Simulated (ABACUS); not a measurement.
ABACUS run on MoS₂ (P6_3/mmc, 6 atoms in the cell; from Materials Project mp-1018809, changed as shown): self-consistent single point.

Method: PBE, PseudoDojo 0.5 standard norm-conserving PBE (tails mended) pseudopotentials (plane waves; ABACUS).

The change in words: lattice vector c scaled by 1.02. Reference geometry (P6_3/mmc):
```
CELL_PARAMETERS angstrom
      3.21474     0.00000     0.00000
     -1.60737     2.78404     0.00000
      0.00000     0.00000    13.29963
ATOMIC_POSITIONS crystal
  Mo 0.00000 0.00000 0.25000
  Mo 0.00000 0.00000 0.75000
  S  0.33333 0.66667 0.36774
  S  0.66667 0.33333 0.63226
  S  0.66667 0.33333 0.86774
  S  0.33333 0.66667 0.13226
```

Reference input (self-consistent single point, DFT, PBE, plane waves, PseudoDojo 0.5 standard norm-conserving PBE (tails mended) pseudopotentials): KPT = Gamma 8 8 2 0 0 0; basis_type = pw; ecutwfc = 80 Ry; smearing_method = gaussian; smearing_sigma = 0.000734986 Ry; potentials = PseudoDojo 0.5 standard norm-conserving PBE (tails mended); symmetry = 1; symmetry_prec = 1e-05; ks_solver = dav_subspace; scf_nmax = 100; scf_thr = 1.0e-09 Ry; mixing_type = broyden. This run's input differs from it in these lines:

```diff
@@ -28,3 +28,3 @@
   -0.4999999673    0.8660253340    0.0000000000
-   0.0000000000    0.0000000000    4.1370831480
+   0.0000000000    0.0000000000    4.2198249291
 
@@ -36,4 +36,4 @@
 2
-   0.0000000000    0.0000000000    6.2831650371 1 1 1
-   0.0000000000    0.0000000000   18.8494951114 1 1 1
+   0.0000000000    0.0000000000    6.4088285174 1 1 1
+   0.0000000000    0.0000000000   19.2264855522 1 1 1
 
@@ -42,6 +42,6 @@
 4
-  -0.0000030375    3.5073876131    9.2422844430 1 1 1
-   3.0374883390    1.7536911760   15.8903757055 1 1 1
-   3.0374883390    1.7536911760   21.8086145173 1 1 1
-  -0.0000030375    3.5073876131    3.3240456313 1 1 1
+  -0.0000030375    3.5073876131    9.4271303960 1 1 1
+   3.0374883390    1.7536911760   16.2081836737 1 1 1
+   3.0374883390    1.7536911760   22.2447874308 1 1 1
+  -0.0000030375    3.5073876131    3.3905266389 1 1 1
 # file: KPT
```

The program printed (abridged):

```
 SELF-CONSISTENT
 -------------------------------------------
                                 init_chg = atomic

 PW ALGORITHM --------------- ION=   1  ELEC=   1--------------------------------

 Density error is 1.07913434566
                          Error Threshold = 0.01
 E_KohnSham     -368.9548936294      -5019.8888583439
 E_Fermi        0.7650125524         10.4085297543

 PW ALGORITHM --------------- ION=   1  ELEC=   2--------------------------------

 Density error is 9.40496434614
                          Error Threshold = 0.00207525835704
 E_KohnSham     -368.1474795600      -5008.9034263546
   [... lines left out ...]

 Density error is 1.76240438257e-09
                          Error Threshold = 9.76693560611e-11
 E_KohnSham     -369.5279459251      -5027.6856348173
 E_Fermi        0.6783587432         9.2295441950

 PW ALGORITHM --------------- ION=   1  ELEC=  10--------------------------------

 Density error is 1.93934753228e-10
                          Error Threshold = 3.38923919725e-12
 E_KohnSham     -369.5279459254      -5027.6856348206
 E_KS(sigma->0) -369.5279459254      -5027.6856348206
 E_entropy(-TS) -0.0000000000        -0.0000000000
 E_Fermi        0.6783602356         9.2295645007
 charge density convergence is achieved
 final etot is -5027.6856348 eV
 EFERMI = 9.2295645007 eV

 STATE ENERGY(eV) AND OCCUPATIONS    NSPIN == 1
   [... 33 lines left out ...]

 TOTAL-FORCE (eV/Angstrom)
                       Mo1         0.0000000000         0.0000000000         0.0000000000
                       Mo2         0.0000000000         0.0000000000         0.0000000000
                        S1         0.0000000000         0.0000000000        -0.7871698217
                        S2         0.0000000000         0.0000000000         0.7871698217
                        S3         0.0000000000         0.0000000000        -0.7871698217
                        S4         0.0000000000         0.0000000000         0.7871698217

 TOTAL-STRESS (KBAR)
       -40.4661076890         0.0000000000         0.0000000000
        -0.0000000000       -40.4661089175         0.0000000000
         0.0000000000         0.0000000000       -60.4255255515
 TOTAL-PRESSURE: -47.119247 KBAR

 --------------------------------------------
 !FINAL_ETOT_IS -5027.6856348206483744 eV
 --------------------------------------------
```

The run converged in 10 iterations. Against the reference run the free energy rises by 9.3 meV/atom, the pressure goes from -2.24 to -4.71 GPa and the largest force goes from 0.261 to 0.787 eV/Å.

The structure comes from a collection of computed structures, made at another level of theory; the collection holds predicted forms beside known ones. Its lattice was then scaled.

Cost on one core: very roughly 4 core-minutes.

“Tails mended”: in these copies of the files the far tail of each local potential was reset to the Coulomb form.
